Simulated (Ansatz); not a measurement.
Self-consistent spin–orbit runs of CoW along several axes

The calculation used Ansatz 0.2.0, DFT PBE, spin-orbit coupling, plane waves, PAW.

```
CELL_PARAMETERS angstrom
1.84221 1.84221 3.75617
1.84221 3.75617 1.84221
3.75617 1.84221 1.84221
ATOMIC_POSITIONS crystal
Co 0.00000 0.00000 0.00000
W 0.50000 0.50000 0.50000
```

```json
{"plane-wave cutoff": "420 eV", "Γ-centred k-mesh": "18×18×18", "occupation rule": "Gaussian smearing, 0.1 eV", "list of starting moments (μB, in atom order)": "2 0", "check for lower electronic states after the SCF": "on"}
```

The moments start along each conventional axis in turn. Free energies count from the first axis and are rough on this mesh. The states are those that the runs reached from these starts; a lower one can exist.

```json
{"axis": "c", "Cartesian direction": "0.577 0.577 0.577", "ΔF (meV/cell)": "0.000", "site spin moments along the axis, as the non-collinear run integrates them (μB)": "Co +0.68"}
{"axis": "a", "Cartesian direction": "0.707 -0.707 0.000", "ΔF (meV/cell)": "0.529", "site spin moments along the axis, as the non-collinear run integrates them (μB)": "Co +0.66"}
```

Cost: 2 runs of about 8.4 core-minutes in all, on AMD EPYC 9R45 (Zen 5) (shared hosts).